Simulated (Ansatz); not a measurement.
## Zn4SO3: stable or not

The cell was found from a structure generator's guess, not taken from experiment.

Method: DFT PBE, scalar-relativistic, plane waves, PAW in Ansatz 0.2.0. The final run on the 8-atom cell used 420 eV, a Γ-centred 12×12×4 mesh, 0.10 eV smearing and no spin polarisation.

```xyz
8
Lattice="3.4237 0.0000 0.0000 -1.7118 2.9650 0.0000 0.0000 0.0000 11.1012" Properties=species:S:1:pos:R:3 pbc="T T T"
Zn    1.7118    0.9883    0.3558
Zn    1.7118    0.9883    5.4593
Zn    0.0000    0.0000    2.9091
Zn    0.0000    0.0000    8.0294
S     0.0000    0.0000   10.3864
O     1.7118    0.9883    2.3449
O     1.7118    0.9883    7.4605
O     0.0000    0.0000    4.9060
```

Formation energies are uncorrected and refer to the elements' standard structures at the same level (O₂ as a molecule).

Q: These tests were run: energy against the elements; random kick, then relaxation without symmetry; phonons on a 3×3×1 q mesh. What do they show?

A:

```
                                         test                         result
                  energy against the elements                  −1.18 eV/atom
random kick, then relaxation without symmetry                        returns
                    phonons on a 3×3×1 q mesh  no imaginary mode on the mesh
```

It fails none of these tests. Other phases of the system weren't compared here, so this isn't yet thermodynamic stability.

The reference form of S is held partly by dispersion forces, which this level lacks. The kick test ran on a coarse mesh. The run for the phonons used a 12×12×4 k mesh and Fermi–Dirac smearing of 0.15 eV.
